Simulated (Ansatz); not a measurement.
Cu₃Au:
```cif
data_AuCu3
_chemical_formula_sum 'Cu3 Au1'
_space_group_name_H-M_alt 'Pm-3m'
_space_group_IT_number 221
_space_group_name_Hall '-P 4 2 3'
_cell_length_a 3.78088
_cell_length_b 3.78088
_cell_length_c 3.78088
_cell_angle_alpha 90.000
_cell_angle_beta 90.000
_cell_angle_gamma 90.000
loop_
_atom_site_label
_atom_site_type_symbol
_atom_site_symmetry_multiplicity
_atom_site_Wyckoff_symbol
_atom_site_fract_x
_atom_site_fract_y
_atom_site_fract_z
_atom_site_occupancy
Cu1 Cu 3 c 0.00000 0.50000 0.50000 1
Au1 Au 1 a 0.00000 0.00000 0.00000 1
```

Relaxed with PBE in the plane-wave PAW code Ansatz. Indices refer to the conventional cell of Pm-3m, a = b = c = 3.781 Å, α = β = γ = 90.00°.

Simulate the powder diffraction pattern (neutron, λ = 1.5401 Å; lines above 1 %) up to 2θ = 90°.

Simulated powder pattern, neutron, λ = 1.5401 Å (kinematic, ideal powder, no thermal factors, coherent scattering alone; the 30 strongest lines at most, above 1 %, up to 2θ = 90°):

```tsv
2θ (°)	d (Å)	I/Imax (%)	hkl
41.31	2.183	96	(111)
48.08	1.890	56	(200)
70.35	1.337	62	(220)
84.99	1.140	100	(311)
89.75	1.091	32	(222)
```

The cell was relaxed with PBE under the symmetry of its start. No spin polarisation was allowed. Scalar-relativistic: spin–orbit coupling is off unless named, which matters more the heavier the elements.

Potentials: the later of the program's two PAW sets.
